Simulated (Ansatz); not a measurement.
ZrIr$_{2}$:
```
CELL_PARAMETERS angstrom
      0.00000     3.69240     3.69240
      3.69240     0.00000     3.69240
      3.69240     3.69240     0.00000
ATOMIC_POSITIONS crystal
  Zr 0.50000 0.50000 0.50000
  Zr 0.75000 0.75000 0.75000
  Ir 0.12500 0.12500 0.12500
  Ir 0.62500 0.12500 0.12500
  Ir 0.12500 0.12500 0.62500
  Ir 0.12500 0.62500 0.12500
```

Relaxed with r²SCAN. Special points in fractions of this cell's reciprocal vectors: Γ (0.000, 0.000, 0.000); X (0.500, 0.000, 0.500); U (0.625, 0.250, 0.625); K (0.375, 0.375, 0.750); L (0.500, 0.500, 0.500); W (0.500, 0.250, 0.750).

Task: List the band energies nearest the Fermi level at these points for plane-wave PAW r²SCAN (Ansatz code).

Result: In eV from the Fermi level; about four levels below and three above (degenerate sets whole), none deeper than 8.9 eV; points with the same levels are listed once.

| k | below | above |
|---|---|---|
| Γ | -1.02 -1.02 -1.02 -0.99 -0.99 -0.99 | 1.05 1.69 1.69 1.69 |
| X | -0.93 -0.93 -0.19 -0.19 | 1.43 1.43 2.47 2.47 |
| U | -1.67 -1.67 -0.64 -0.15 | 0.26 0.45 1.16 |
| L | -1.23 -1.23 -1.18 -0.61 -0.61 | 0.00 0.00 0.47 0.47 |
| W | -1.91 -1.91 -0.25 -0.25 | 0.49 0.49 1.32 1.32 |

Space group Fd-3m (cubic Laves (MgCu2 type)). The workflow started from an entry of the Crystallography Open Database (COD). Whether it is the stable phase at ambient conditions was not checked. The r²SCAN relaxation kept the symmetry of its start; whether a distortion lowers the energy is not shown. No spin polarisation was allowed. Spin–orbit coupling is left out wherever it is not named.

Potentials: the later of the program's two PAW sets.
